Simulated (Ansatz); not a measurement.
Consider the following.

C:
```yaml
crystal:
  lattice:
    - [2.51231, 0.00000, 0.00000]
    - [-1.25616, 2.17573, 0.00000]
    - [0.00000, 0.00000, 12.39174]
  atoms:
    - { symbol: C, position: [0.66667, 0.33333, 0.35494] }
    - { symbol: C, position: [0.33333, 0.66667, 0.64506] }
    - { symbol: C, position: [0.33333, 0.66667, 0.85494] }
    - { symbol: C, position: [0.66667, 0.33333, 0.14506] }
    - { symbol: C, position: [0.66667, 0.33333, 0.02076] }
    - { symbol: C, position: [0.33333, 0.66667, 0.97924] }
    - { symbol: C, position: [0.33333, 0.66667, 0.52076] }
    - { symbol: C, position: [0.66667, 0.33333, 0.47924] }
    - { symbol: C, position: [0.00000, 0.00000, 0.68683] }
    - { symbol: C, position: [0.00000, 0.00000, 0.31317] }
    - { symbol: C, position: [0.00000, 0.00000, 0.18683] }
    - { symbol: C, position: [0.00000, 0.00000, 0.81317] }
```

This is the r²SCAN-relaxed structure.

All from r²SCAN (plane waves, PAW; program Ansatz), unless another level is named. Estimate the Hill bulk and shear moduli.

451 and 551 GPa.

And the highest zone-centre frequency?

1337 cm⁻¹.

Space group P6_3/mmc. The workflow started from a Materials Project entry (that database holds measured and hypothetical structures alike). Its sites differ from those of the usual phase in this space group: another stacking or structure type. The cell was relaxed with r²SCAN under the symmetry of its start; phonons on a q-mesh show no instability.

Potentials: the later of the program's two PAW sets.
